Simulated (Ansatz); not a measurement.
Here is the system:

Relaxed CuAu (CuAu type, space group P4/mmm):

```
CuAu
1.0
    5.76304     0.00000     0.00000
    0.00000     2.88152     0.00000
    0.00000     0.00000     3.61476
Cu Au
2 2
Direct
  0.25000   0.50000   0.50000
  0.75000   0.50000   0.50000
  0.00000   0.00000   0.00000
  0.50000   0.00000   0.00000
```

The atoms are displaced by Q × the pattern below (from a DFPT mode at X = (0.5, 0.0, 0.0), largest move 1; Q in Å), at fixed cell. (q is in reciprocal vectors of the primitive cell; the cell shown is doubled to hold the pattern.)

```
atom      x      y       z
----  -----  -----  ------
Cu1   0.000  0.000  -1.000
Cu2   0.000  0.000   1.000
```

Atoms not listed stay in place.

Level of theory: PBE (plane waves to 420 eV, PAW, scalar-relativistic; Ansatz, a program for electronic structure). k mesh 8×16×13 (Γ-centred), Fermi-Dirac smearing 0.05 eV. The energy includes the smearing's −TS. With partly filled bands, energies and forces of such displacements shift with the k mesh and the smearing. CuAu is run without spin polarisation. CuAu was relaxed with its symmetry unable to fall. Spin-orbit coupling is left out, though Au is heavy. ΔE is measured from the undisplaced structure.

The scan covers Q from -0.280 to 0.280 Å in 13 points.

### Question
Which space group does the distorted structure have?

### Answer
Pmma (No. 51), lowered from P4/mmm.

### Question
Is this a single well or a double well?

### Answer
A single well with its minimum at or next to zero displacement.

### Question
What is the energy change at Q = 0.280 Å?

### Answer
479 meV/cell.

### Question
What harmonic wavenumber does the curvature at Q = 0 give?

### Answer
160 cm⁻¹.

(A displaced cell: forces are minus the slopes of the energy, force constants its curvatures, and phonons follow from these.)
